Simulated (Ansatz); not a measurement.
Input and command of a plane-wave DFT calculation in Ansatz:

```yaml
crystal:
  lattice:
    - [6.760444, -0.098491, -0.005572]
    - [-0.098491, 6.70851, -0.140852]
    - [-0.005572, -0.140852, 6.408103]
  atoms:
    - { symbol: Al, position: [0.6687258088, 0.1376104789, 0.7296721238] }
    - { symbol: Al, position: [0.9061413517, 0.3328111801, 0.3822763235] }
    - { symbol: Al, position: [0.4685068157, 0.8670150603, 0.4683617285] }
    - { symbol: Al, position: [0.6864027101, 0.6090138403, 0.2261589384] }
    - { symbol: Al, position: [0.9673006157, 0.391727428, 0.9826203566] }
    - { symbol: Al, position: [0.8657226297, 0.8750025946, 0.9789323393] }
    - { symbol: Al, position: [0.6439306428, 0.1537076486, 0.1778950954] }
    - { symbol: Al, position: [0.4769914543, 0.8631281217, 0.9688956274] }
    - { symbol: Al, position: [0.8624258081, 0.6675869717, 0.61156232] }
    - { symbol: Al, position: [0.8840069497, 0.9685998174, 0.3916441231] }
    - { symbol: Al, position: [0.406177256, 0.3640881375, 0.9428701316] }
    - { symbol: Al, position: [0.2207335562, 0.6431026274, 0.7287588065] }
    - { symbol: Al, position: [0.49492639, 0.4282866327, 0.5038642495] }
    - { symbol: Al, position: [0.2171988032, 0.1081541144, 0.1927614078] }
    - { symbol: "Y", position: [0.1617807827, 0.094415828, 0.6640149778] }
    - { symbol: "Y", position: [0.176061534, 0.6528143707, 0.2531219656] }
  symmetry: { detect: false }
basis:
  ecutwfc: 420
kpoints:
  mp_grid: { grid: [2, 2, 2], shift: [0.5, 0.5, 0.5] }
hamiltonian:
  xc: pbe
scf:
  occupations: { method: gaussian, width: 0.1 }
  lower_state_search: "off"
output:
  forces: true
  stress: true
  eigenvalues: true
relax:
  adjacent_minimum: "off"
  f_tol: 0.04
  max_steps: 70
  cell: { stress_tol: 0.3 }
```

```bash
ansatz run input.yaml --threads 2 --pin off --max-ram 5120MiB --backend cpu --events-out ev --progress --plain --runs-dir out
```

Processor: Arm Neoverse V1, 2 threads, on a host shared with other jobs.

Q: Estimate time, memory and problem size.

A: About 59 s on 2 threads of Arm Neoverse V1 (shared host), peak memory 0.49 GiB. It solves 48 bands at 4 k points (the mesh reduced by the symmetry that the task leaves, which can be less than the crystal's) with about 5825 plane waves (on the last cell), in 78 SCF iterations over 13 ionic steps.
